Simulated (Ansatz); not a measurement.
TlF in space group P4/nmm (No. 129; Tl on 2c, F on 2c), plane-wave PAW r²SCAN+D4 (Ansatz code). The conduction-band minimum lies on the Z–R line, 86 % of the way from Z, with 4 equivalent valleys. Second derivatives d²E/dk² of the lowest band at one valley (eV·Å²), along Cartesian directions:

```csv
direction,d²E/dk²
[100],11.51
[010],36.56
[001],14.91
[110],24.03
[101],13.21
[011],25.74
```

Task: Find the principal effective masses, the density-of-states mass and the conductivity mass.

Result: Off-diagonal terms follow from H_xy = H[110] − (H_xx + H_yy)/2, and m*/mₑ = 7.620 eV·Å² over each eigenvalue: 0.21, 0.51, 0.66. One valley's DOS mass (m₁m₂m₃)^(1/3) = 0.41, conductivity mass 3/(Σ 1/mᵢ) = 0.36 mₑ.

Task: What effective density of states Nc follows at 300 K for parabolic valleys?

Result: Nc = 2.509e19 × 4 × (0.41)^(3/2) ≈ 2.6e19 cm⁻³.

The first step of the workflow began from a Materials Project structure, measured or hypothetical; the Crystallography Open Database files this formula in space group No. 129, but the cells were not matched. Whether it is the stable phase at ambient conditions was not checked. The cell was relaxed with r²SCAN+D4 under the symmetry of its start; its stability against distortions is not shown here. Spin–orbit coupling is left out wherever it is not named.

Potentials: the later of the program's two PAW sets.

Edges and masses are those of Kohn–Sham bands, whose gap is no quasiparticle gap.
